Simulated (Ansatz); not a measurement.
Br:
```yaml
crystal:
  lattice:
    - [2.15750, 1.24563, 1.76075]
    - [-2.15750, 1.24563, 1.76075]
    - [0.00000, -2.49127, 1.76075]
  atoms:
    - { symbol: Br, position: [0.00000, 0.00000, 0.00000] }
```

Relaxed with PBE+D3(BJ). Special points in fractions of this cell's reciprocal vectors: Γ (0.000, 0.000, 0.000); L (0.500, 0.000, 0.000); T (0.500, -0.500, 0.500); P0 (0.500, -0.500, 0.500); P2 (0.500, 0.500, 0.500); F (0.500, -0.500, 0.000).

Q: List the band energies nearest the Fermi level at these points for the program Ansatz at the PBE+D3(BJ) level (PAW).

A: In eV from the Fermi level; about four levels below and three above (degenerate sets whole), none deeper than 8.9 eV; … stands for higher levels left out; points with the same levels are listed once.

| k | below | above |
|---|---|---|
| Γ | -0.16 -0.16 -0.16 | 6.53 … |
| L | -5.27 | 0.53 0.53 9.85 |
| T | -3.17 -3.17 -3.17 | … |
| F | -4.14 -4.13 | 1.15 5.13 … |

Space group Pm-3m (simple cubic). The cell is a constructed one: a structure type filled with these elements; neither database checked (COD, Materials Project) lists it. It is not the usual solid phase (space group No. 64). The cell was relaxed with PBE+D3(BJ) under the symmetry of its start. At this level the phase is mechanically unstable. The substance is a gas or liquid at ambient conditions. With an odd number of electrons in the cell and no spin polarisation, the count alone makes it a metal. Point labels and valley counts follow the cell and symmetry of the run, lower than the named group. Scalar-relativistic: spin–orbit coupling is off unless named, which matters more the heavier the elements.

Potentials: the later of the program's two PAW sets.
